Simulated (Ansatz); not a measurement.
An Ansatz (a quantum-chemistry and plane-wave program) run. Input:

Ansatz 0.2 input:
```yaml
crystal:
  lattice:
    - [1.8647278736, -4.9403895203, 0.0]
    - [1.8647278736, 4.9403895203, 0.0]
    - [0.0, 0.0, 3.7426762511]
  atoms:
    - { symbol: Zr, position: [0.6452801737, 0.3547198263, 0.75] }
    - { symbol: Zr, position: [0.3547198263, 0.6452801737, 0.25] }
    - { symbol: Si, position: [0.9214814354, 0.0785185646, 0.75] }
    - { symbol: Si, position: [0.0785185646, 0.9214814354, 0.25] }
kpoints:
  mp_grid: { grid: [12, 12, 11] }
basis: { xc_grid: 2 }
hamiltonian:
  xc: pbesol
  pseudopotentials: { kind: paw }
scf:
  occupations: { method: gaussian, width: 0.05 }
checkpoint: { read: metal.run }
output: { bader: true, populations: true }
```

Output (shortened):

```
Pseudopotential: Zr, paw, valence charge 12
Pseudopotential: Si, paw, valence charge 4
Functional definition: PBEsol
Crystal: 4 atoms, lattice volume = 68.959 Å³
Basis set: ecut = 420 eV, 1343 PW (Γ), exchange–correlation on 72×72×54 points (8 copies of the dense FFT grid, shifted against one another)
Bands: 24, of which v1, the nominal top of the filled ones, is band 16 counted from 1 (15 counted from 0)
Symmetry: 8 space group operations
Space group: Cmcm (ITA 63), of the structure as read, at distance tolerance 4.1e-5 Å
k-points: 258 of 1584
Stability of the state it starts from, as read at its close in the unpolarized treatment …
iter 1 solved again at ethr=1.73e-7 eV; its pass at ethr=3.10e-3 eV (dr2=5.53e-5 eV) is discarded
SCF iter   1: F=—  HF=-9504.364975 eV  |F-HF|=—  |Δ(HF+E_count)|=         —  Δρ=6.45e-7  dr2=2.12e-10  ethr=1.73e-7  ⟨swp⟩=2.6  Hψ=44273  notcnv=0
preconditioner: auto → Kerker (q_TF=auto, 2.401 Å⁻¹)
SCF iter   2: F=-9504.364975 eV  HF=-9504.364975 eV  |F-HF|=3.27e-11  |Δ(HF+E_count)|=   2.90e-9  Δρ=3.05e-7  dr2=4.66e-11  ethr=1.00e-12  ⟨swp⟩=6.0  Hψ=26170  notcnv=0
SCF 1 converged in 2 iterations: F = -9504.364975 eV  dr2 = 4.66e-11
SCF converged after 2 iterations
Free energy (F): -9504.364975 eV
Harris-Foulkes:  -9504.364975 eV  (|F-HF|=3.27e-11)
Internal energy: -9504.363225 eV  (E = F + TS)
E sigma→0 (E₀):  -9504.364100 eV
Entropy (-TS):   -0.001751 eV (-0.438 meV/atom)
Fermi energy:    13.856953 eV
--- Per-component energies (eV) ---
  E_band       = -136.950685
  E_kinetic    = 755.269418
  E_local      = -1320.443437  (includes V_loc(G=0)·N_el)
  E_nonlocal   = 214.258366
  E_hartree    = 431.695992
  E_xc         = -435.582324
  E_vxc        = -481.330148  (∫ρ·V_xc dr)
  E_paw        = -6798.181047  (= ΣΔE_a)
  E_vpaw       = -168.097164  (= ΣTr[D̂ρ^β])
  E_aug_tail   = 0.000056  (compensation charges beyond the density's cutoff)
  E_ewald      = -2351.774811
  E_core_change = 0.394562  (= ΣΔE_core)
  E_smearing   = -0.001751  (= −TS)
  E_closure    =  0.000000  (closes the sum)
  Σ components = -9504.364975   (vs F -9504.364975, Δ=0.00e0)
  [band-id]    e_kinetic+e_local+e_nonlocal+2·e_hartree+e_vxc+e_vpaw+e_augmentation_tail = -136.950924   (vs E_band -136.950685, Δ=-2.39e-4)
--- Band table (eV; the first three rows and the last of 258) ---
  k-point 0: bands = ["-34.7176", "-34.6380", "-13.0339", "-12.8704", "-12.8379", "-12.7137", "-12.6311", "-12.6048", "2.3685", "6.8776", "10.4450", "11.1755", "11.2586", "11.4171", "13.0239", "14.3382", "14.3406", "14.9869", "15.3407", "15.9057", "16.1756", …
  k-point 1: bands = ["-34.7154", "-34.6390", "-13.0249", "-12.8787", "-12.8342", "-12.7150", "-12.6478", "-12.6113", "2.4644", "6.9191", "10.3706", "10.5167", "11.3676", "11.9091", "12.8888", "13.7949", "14.2796", "15.0680", "15.7454", "15.8115", "16.3081", …
  k-point 2: bands = ["-34.7091", "-34.6421", "-12.9990", "-12.8995", "-12.8236", "-12.7191", "-12.6931", "-12.6309", "2.7469", "6.9760", "9.5377", "10.7140", "11.2491", "12.3621", "12.4863", "12.9936", "14.2604", "15.2972", "15.7837", "16.1659", "16.5345", …
  k-point 257: bands = ["-34.6727", "-34.6680", "-13.0884", "-13.0777", "-12.7760", "-12.7467", "-12.6247", "-12.6197", "4.9188", "5.7081", "8.6645", "9.4202", "11.8719", "11.9675", "12.3428", "12.8044", "14.2096", "14.7394", "15.1345", "15.5321", "16.7596", …
--- Löwdin populations: 4 sites ---
  site symbol       q [e]
     0     Zr     11.7662
     1     Zr     11.7662
     2     Si      4.1155
     3     Si      4.1155
  spilling = 0.007394 (of n_electrons = 32.000000)
--- Bader charges: 4 sites ---
  site symbol  charge [e]  shift [e]
     0     Zr      1.1509     0.0002
     1     Zr      1.1509     0.0002
     2     Si     -1.1509     0.0002
     3     Si     -1.1509     0.0002
  shift: an alarm, by how much a part of what the PAW files miss would move the charge. Where it is large, compare
  with a run on PAW files of another source; a small one proves nothing
  estimated error of the sums over rays = 7.6e-4 e
```

Cost: roughly 70 core-seconds on shared cores.

The first step of the workflow began from a Materials Project structure, measured or hypothetical; the Crystallography Open Database files this formula in space group No. 63, but the cells were not matched. Its standing as an ambient phase is unchecked. The cell was relaxed with PBEsol under the symmetry of its start; whether a distortion lowers the energy is not shown. The run is not spin-polarised. Scalar-relativistic: spin–orbit coupling is off unless named, which matters more the heavier the elements.

Potentials: the later of the program's two PAW sets.

Ansatz is a plane-wave DFT program.
